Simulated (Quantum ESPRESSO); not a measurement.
# NbTi2O5F3: finding a planted mistake in a log

A calculation, not a measurement. The program is pw.x of Quantum ESPRESSO 7.5 (plane-wave density functional theory). The cell is made up: 11 atoms on a rutile lattice with one site empty, with randomly drawn elements, strain and displacements, not relaxed. PseudoDojo standard norm-conserving files (v0.5 for PBE, v0.4.1 for LDA and PBEsol) set the functional; there is no spin polarisation, spin-orbit coupling or dispersion term, and the masses in the input are unused placeholders.

Intended input:

```
&control calculation='scf', pseudo_dir='./dojo.nc.sr.pbe.v0_5.standard.upf', outdir='./o', disk_io='medium', tprnfor=.true., tstress=.true. /
&system ibrav=0, nat=11, ntyp=4, nbnd=50, ecutwfc=84.00895049, nosym=.true., tot_charge=0,
 occupations='smearing', smearing='fd', degauss=0.0018374661
/
&electrons conv_thr=7.350e-09, electron_maxstep=60, /
ATOMIC_SPECIES
F 1.0 F.upf
Nb 1.0 Nb.upf
O 1.0 O.upf
Ti 1.0 Ti.upf
CELL_PARAMETERS angstrom
4.8087 0.0677 -0.0264
0.0677 4.7386 0.0033
-0.0337 0.0043 6.0483
ATOMIC_POSITIONS angstrom
Nb 0.0643 -0.0111 0.0159
Ti -0.0093 -0.0061 3.0439
Ti 2.3921 2.4299 4.547
O 1.4656 1.4641 0.0179
O 3.3884 3.3184 0.017
O 3.8541 0.9856 1.4957
O 0.9883 3.803 1.5042
F 1.4717 1.4473 3.0173
O 3.3719 3.3575 3.0187
F 3.8837 0.9775 4.5314
F 0.9962 3.832 4.5403
K_POINTS automatic
5 5 4 1 1 1
```

The log is shortened where brackets say so; the opening notice, blank lines, dates and the lines on written files are dropped, and the path of the files is cut. It prints rydbergs, bohrs and kilobars, and counts compression as positive stress. Where no state is partly filled, the Fermi energy that it prints is only some level between the filled and the empty states on the mesh, and need not lie in the true gap.

Log of the intended run:

```
     Program PWSCF v.7.5
     Parallel version (MPI & OpenMP), running on       1 processor cores
     Number of MPI processes:                 1
     Threads/MPI process:                     1
     [start-up lines left out]
     bravais-lattice index     =            0
     lattice parameter (alat)  =       9.0882  a.u.
     unit-cell volume          =     929.8368 (a.u.)^3
     number of atoms/cell      =           11
     number of atomic types    =            4
     number of electrons       =        88.00
     number of Kohn-Sham states=           50
     kinetic-energy cutoff     =      84.0090  Ry
     charge density cutoff     =     336.0358  Ry
     scf convergence threshold =      7.3E-09
     mixing beta               =       0.7000
     number of iterations used =            8  plain     mixing
     Exchange-correlation= PBE
                           (   1   4   3   4   0   0   0)
     [axes and pseudopotential details left out]
   Cartesian axes
     site n.     atom                  positions (alat units)
         1        Nb     tau(   1) = (   0.0133701  -0.0023081   0.0033061  )
         2        Ti     tau(   2) = (  -0.0019338  -0.0012684   0.6329263  )
         3        Ti     tau(   3) = (   0.4973957   0.5052556   0.9454699  )
         4        O      tau(   4) = (   0.3047461   0.3044342   0.0037220  )
         5        O      tau(   5) = (   0.7045591   0.6900038   0.0035349  )
         6        O      tau(   6) = (   0.8013933   0.2049384   0.3110049  )
         7        O      tau(   7) = (   0.2054999   0.7907680   0.3127723  )
         8        F      tau(   8) = (   0.3060145   0.3009410   0.6273953  )
         9        O      tau(   9) = (   0.7011282   0.6981339   0.6276864  )
        10        F      tau(  10) = (   0.8075481   0.2032542   0.9422261  )
        11        F      tau(  11) = (   0.2071425   0.7967980   0.9440767  )
     number of k points=    50  Fermi-Dirac smearing, width (Ry)=  0.0018
                       cart. coord. in units 2pi/alat
        k(    1) = (   0.0991518   0.1000048   0.0998739), wk =   0.0400000
        k(    2) = (   0.1002453   0.0998507   0.2986653), wk =   0.0400000
     [further k points left out]
     Dense  grid:    96707 G-vectors     FFT dimensions: (  54,  54,  72)
     Estimated max dynamical RAM per process >     145.21 MB
     Initial potential from superposition of free atoms
     starting charge      87.9945, renormalised to      88.0000
     Starting wfcs are   62 randomized atomic wfcs
     total cpu time spent up to now is       21.6 secs
     per-process dynamical memory:    90.6 Mb
     Self-consistent Calculation
     iteration #  1     ecut=    84.01 Ry     beta= 0.70
     Davidson diagonalization with overlap
     ethr =  1.00E-02,  avg # of iterations =  2.0
     total cpu time spent up to now is       66.2 secs
     total energy              =    -672.01148462 Ry
     estimated scf accuracy    <       6.55422830 Ry
     iteration #  2     ecut=    84.01 Ry     beta= 0.70
     Davidson diagonalization with overlap
     ethr =  7.45E-03,  avg # of iterations =  7.3
     total cpu time spent up to now is      141.4 secs
     total energy              =    -663.11404269 Ry
     estimated scf accuracy    <     139.82050034 Ry
     [iterations 3 to 19 left out]
     iteration # 20     ecut=    84.01 Ry     beta= 0.70
     Davidson diagonalization with overlap
     ethr =  2.19E-11,  avg # of iterations =  5.0
     total cpu time spent up to now is     1235.2 secs
     total energy              =    -675.96709281 Ry
     estimated scf accuracy    <       0.00000003 Ry
     iteration # 21     ecut=    84.01 Ry     beta= 0.70
     Davidson diagonalization with overlap
     ethr =  2.19E-11,  avg # of iterations =  4.4
     total cpu time spent up to now is     1297.3 secs
     End of self-consistent calculation
     [lines on levels left out]
     the Fermi energy is     7.1555 ev
!    total energy              =    -675.96709281 Ry
     estimated scf accuracy    <          3.3E-09 Ry
     smearing contrib. (-TS)   =      -0.00000000 Ry
     internal energy E=F+TS    =    -675.96709281 Ry
     The total energy is F=E-TS. E is the sum of the following terms:
     one-electron contribution =    -288.96927850 Ry
     hartree contribution      =     183.75871844 Ry
     xc contribution           =    -135.08899958 Ry
     ewald contribution        =    -435.66753317 Ry
     convergence has been achieved in  21 iterations
     Forces acting on atoms (cartesian axes, Ry/au):
     atom    1 type  2   force =    -0.01654181    0.01748405    0.45304218
     atom    2 type  4   force =    -0.11187161   -0.05736317   -0.36479670
     atom    3 type  4   force =     0.11030261    0.05076599    0.07738561
     atom    4 type  3   force =    -0.04248494   -0.04725953   -0.12881348
     atom    5 type  3   force =     0.01563055    0.01889485   -0.14885866
     atom    6 type  3   force =     0.10302844   -0.08548295    0.01076920
     atom    7 type  3   force =    -0.06866054    0.07917781    0.00570288
     atom    8 type  1   force =    -0.02480088   -0.02314391    0.05592567
     atom    9 type  3   force =     0.04550606    0.04089736    0.12166834
     atom   10 type  1   force =    -0.04046284    0.03897600   -0.04034758
     atom   11 type  1   force =     0.03035496   -0.03294650   -0.04167746
     Total force =     0.692272     Total SCF correction =     0.000118
     Computing stress (Cartesian axis) and pressure
          total   stress  (Ry/bohr**3)                   (kbar)     P=      -97.68
  -0.00066457  -0.00111255   0.00010854          -97.76     -163.66       15.97
  -0.00111255  -0.00054319   0.00008268         -163.66      -79.91       12.16
   0.00010854   0.00008268  -0.00078420           15.97       12.16     -115.36
     init_run     :     18.71s CPU     21.46s WALL (       1 calls)
     electrons    :   1189.13s CPU   1275.77s WALL (       1 calls)
     forces       :      9.20s CPU      9.38s WALL (       1 calls)
     stress       :     34.44s CPU     34.66s WALL (       1 calls)
     [timing details left out]
     PWSCF        :  20m52.00s CPU  22m24.70s WALL
     JOB DONE.
```

A second run was made from an input with one planted mistake. Its log:

```
     Program PWSCF v.7.5
     Parallel version (MPI & OpenMP), running on       4 processor cores
     Number of MPI processes:                 4
     Threads/MPI process:                     1
     [start-up lines left out]
     bravais-lattice index     =            0
     lattice parameter (alat)  =       9.0882  a.u.
     unit-cell volume          =     929.8368 (a.u.)^3
     number of atoms/cell      =           11
     number of atomic types    =            4
     number of electrons       =        88.00
     number of Kohn-Sham states=           50
     kinetic-energy cutoff     =      84.0090  Ry
     charge density cutoff     =     336.0358  Ry
     scf convergence threshold =      7.3E-09
     mixing beta               =       0.7000
     number of iterations used =            8  plain     mixing
     Exchange-correlation= PBESOL
                           (   1   4  10   8   0   0   0)
     [axes and pseudopotential details left out]
   Cartesian axes
     site n.     atom                  positions (alat units)
         1        Nb     tau(   1) = (   0.0133701  -0.0023081   0.0033061  )
         2        Ti     tau(   2) = (  -0.0019338  -0.0012684   0.6329263  )
         3        Ti     tau(   3) = (   0.4973957   0.5052556   0.9454699  )
         4        O      tau(   4) = (   0.3047461   0.3044342   0.0037220  )
         5        O      tau(   5) = (   0.7045591   0.6900038   0.0035349  )
         6        O      tau(   6) = (   0.8013933   0.2049384   0.3110049  )
         7        O      tau(   7) = (   0.2054999   0.7907680   0.3127723  )
         8        F      tau(   8) = (   0.3060145   0.3009410   0.6273953  )
         9        O      tau(   9) = (   0.7011282   0.6981339   0.6276864  )
        10        F      tau(  10) = (   0.8075481   0.2032542   0.9422261  )
        11        F      tau(  11) = (   0.2071425   0.7967980   0.9440767  )
     number of k points=    50  Fermi-Dirac smearing, width (Ry)=  0.0018
                       cart. coord. in units 2pi/alat
        k(    1) = (   0.0991518   0.1000048   0.0998739), wk =   0.0400000
        k(    2) = (   0.1002453   0.0998507   0.2986653), wk =   0.0400000
     [further k points left out]
     Dense  grid:    96707 G-vectors     FFT dimensions: (  54,  54,  72)
     Estimated max dynamical RAM per process >     265.12 MB
     Estimated total dynamical RAM >     989.67 MB
     Initial potential from superposition of free atoms
     starting charge      87.9949, renormalised to      88.0000
     Starting wfcs are   62 randomized atomic wfcs
     total cpu time spent up to now is        4.2 secs
     per-process dynamical memory:   212.3 Mb
     Self-consistent Calculation
     iteration #  1     ecut=    84.01 Ry     beta= 0.70
     Davidson diagonalization with overlap
     ethr =  1.00E-02,  avg # of iterations =  2.0
     total cpu time spent up to now is       10.8 secs
     total energy              =    -670.80781718 Ry
     estimated scf accuracy    <       6.19983757 Ry
     iteration #  2     ecut=    84.01 Ry     beta= 0.70
     Davidson diagonalization with overlap
     ethr =  7.05E-03,  avg # of iterations =  7.4
     total cpu time spent up to now is       23.4 secs
     total energy              =    -662.00805212 Ry
     estimated scf accuracy    <     136.78126068 Ry
     [iterations 3 to 19 left out]
     iteration # 20     ecut=    84.01 Ry     beta= 0.70
     Davidson diagonalization with overlap
     ethr =  1.05E-11,  avg # of iterations =  8.4
     total cpu time spent up to now is      175.4 secs
     total energy              =    -674.57341711 Ry
     estimated scf accuracy    <       0.00000006 Ry
     iteration # 21     ecut=    84.01 Ry     beta= 0.70
     Davidson diagonalization with overlap
     ethr =  1.05E-11,  avg # of iterations =  5.0
     total cpu time spent up to now is      184.5 secs
     End of self-consistent calculation
     [lines on levels left out]
     the Fermi energy is     7.0597 ev
!    total energy              =    -674.57341712 Ry
     estimated scf accuracy    <          3.1E-09 Ry
     smearing contrib. (-TS)   =      -0.00000000 Ry
     internal energy E=F+TS    =    -674.57341712 Ry
     The total energy is F=E-TS. E is the sum of the following terms:
     one-electron contribution =    -288.61011216 Ry
     hartree contribution      =     182.82941458 Ry
     xc contribution           =    -133.12518637 Ry
     ewald contribution        =    -435.66753317 Ry
     convergence has been achieved in  21 iterations
     Forces acting on atoms (cartesian axes, Ry/au):
     atom    1 type  2   force =    -0.01638511    0.01728129    0.44790371
     atom    2 type  4   force =    -0.11074013   -0.05670253   -0.36081011
     atom    3 type  4   force =     0.10858725    0.05128777    0.07691931
     atom    4 type  3   force =    -0.04393134   -0.04867642   -0.13243219
     atom    5 type  3   force =     0.01674909    0.01988892   -0.15223081
     atom    6 type  3   force =     0.10929868   -0.09136665    0.00955727
     atom    7 type  3   force =    -0.07489759    0.08565286    0.00375861
     atom    8 type  1   force =    -0.02569570   -0.02379428    0.06035472
     atom    9 type  3   force =     0.04596070    0.04146609    0.12535125
     atom   10 type  1   force =    -0.03655600    0.03518021   -0.03863199
     atom   11 type  1   force =     0.02761016   -0.03021726   -0.03973976
     Total force =     0.691342     Total SCF correction =     0.000139
     Computing stress (Cartesian axis) and pressure
          total   stress  (Ry/bohr**3)                   (kbar)     P=     -149.13
  -0.00099694  -0.00110801   0.00010710         -146.66     -162.99       15.76
  -0.00110801  -0.00087531   0.00008186         -162.99     -128.76       12.04
   0.00010710   0.00008186  -0.00116910           15.76       12.04     -171.98
     init_run     :      3.89s CPU      4.05s WALL (       1 calls)
     electrons    :    179.25s CPU    180.35s WALL (       1 calls)
     forces       :      1.38s CPU      1.39s WALL (       1 calls)
     stress       :      4.49s CPU      4.49s WALL (       1 calls)
     [timing details left out]
     PWSCF        :   3m 9.19s CPU   3m10.53s WALL
     JOB DONE.
```

Question: what was wrong in the second input?

Answer: the files are those of another functional. The input lines that differ, file-writing options aside:

```
- &control calculation='scf', pseudo_dir='./dojo.nc.sr.pbe.v0_5.standard.upf', outdir='./o', disk_io='medium', tprnfor=.true., tstress=.true. /
+ &control calculation='scf', pseudo_dir='./dojo.nc.sr.pbesol.v0_4_1.standard.upf', outdir='./o', disk_io='low', tprnfor=.true., tstress=.true. /
```

|  | intended run | run with the mistake |
| --- | --- | --- |
| free energy (eV) | -9197.001 | -9178.039 |
| smearing term -TS (eV) | 0.0000 | 0.0000 |
| pressure (GPa) | -9.77 | -14.91 |
| largest force component (eV/Å) | 11.648 | 11.516 |
| largest change of a force component (eV/Å) |  | 0.166 |
| iterations | 21 | 21 |

For scale, a rerun of the intended cell at a cutoff of 1467 eV and k mesh 7 x 7 x 6 moved values by no more than 0.004 eV in energy, 0.04 GPa in stress and 0.002 eV/Å in force. Files of another functional have another zero of energy, so the energy change says nothing on stability.